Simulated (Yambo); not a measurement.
Yambo run on a free-standing SnS₂ monolayer (symmetry P-3m1, slab cell 15.9 Å high). The wavefunctions come from this Quantum ESPRESSO step (PBE, PseudoDojo stringent norm-conserving files, scalar-relativistic):

```
&CONTROL
  calculation = 'nscf'
  pseudo_dir = './pseudo'
  outdir = './out'
/
&SYSTEM
  ibrav = 0
  nat = 3
  ntyp = 2
  ecutwfc = 102.0
  ecutrho = 408.0
  occupations = 'fixed'
  force_symmorphic = .true.
  nbnd = 127
  assume_isolated = '2D'
/
&ELECTRONS
  conv_thr = 3.0000000000000004e-09
  diago_full_acc = .true.
  diago_thr_init = 1e-08
/
ATOMIC_SPECIES
S 32.0600 S.upf
Sn 118.7100 Sn.upf
CELL_PARAMETERS angstrom
  3.665109097279   0.000000000000   0.000000000000
 -1.832554548640   3.174077585885   0.000000000000
  0.000000000000   0.000000000000  15.900000000000
ATOMIC_POSITIONS crystal
S   0.666666667000   0.333333333000  -0.093320114300
S   0.333333333667   0.666666666333   0.093320114300
Sn   0.000000000333   0.000000000000  -0.000000000000
K_POINTS automatic
6 6 1 0 0 0
```

Yambo input:

```
rim_cut
gw0
dyson
el_el_corr
HF_and_locXC
ppa
em1d
rim_w
RandQpts= 1000000
RandGvec= 2 Ry
CUTGeo= "slab z"
EXXRLvcs= 102 Ry
VXCRLvcs= 408 Ry
Chimod= "HARTREE"
% BndsRnXp
 5 | 125 |
%
NGsBlkXp= 6 Ry
% LongDrXp
 1.0 | 1.0 | 0.0 |
%
RandGvecW= 1000 mRy
PPAPntXp= 27.2114 eV
% GbndRnge
 1 | 125 |
%
GTermKind= "BG"
DysSolver= "n"
ExtendOut
% QPkrange
 1 | 1 | 17 | 18 |
 2 | 2 | 17 | 18 |
 4 | 4 | 17 | 18 |
 7 | 7 | 17 | 18 |
%
```

k points by index: 1 = Γ, 2 = (0, 0.167), 4 = M, 7 = K.

The o-*.qp file then holds:

```
#    K-point    Band    Eo [eV]    E [eV]    E-Eo [eV]    Vxc [eV]    Vnlxc [eV]    Sc|Eo [eV]    Sc|E [eV]    dSc/dw|Eo [eV]    Re(Z)    Im(Z)
#
    1    17    -0.088431    -0.790570    -0.702140    -13.63831    -16.10160    1.539623    1.761149    -8.582844    0.760209    -0.002462
    1    18    2.436798    3.252905    0.816107    -12.75779    -9.140899    -2.584053    -2.800783    -7.224905    0.790189    -0.002172
    2    17    0.000000    -0.707759    -0.707759    -13.56826    -16.05468    1.555043    1.778666    -8.595334    0.759944    -0.002422
    2    18    2.953611    3.862801    0.909189    -13.54886    -9.656878    -2.724431    -2.982792    -7.730997    0.778743    -0.002274
    4    17    -0.258509    -1.008359    -0.749850    -13.39752    -16.04824    1.662636    1.900869    -8.642930    0.758935    -0.002426
    4    18    1.574189    2.385035    0.810846    -12.45060    -9.000181    -2.418598    -2.639569    -7.414100    0.785871    -0.002271
    7    17    -0.645288    -1.501512    -0.856224    -12.78196    -15.83876    1.925455    2.200578    -8.741181    0.756860    -0.002563
    7    18    2.661047    3.592177    0.931131    -13.13094    -9.235798    -2.699587    -2.964012    -7.727530    0.778827    -0.753837E-4
```
(The two width columns are left out.) Convergence of these settings isn't established.

Spin-orbit coupling is not included.

Geometry relaxed with PBE+D3(BJ).
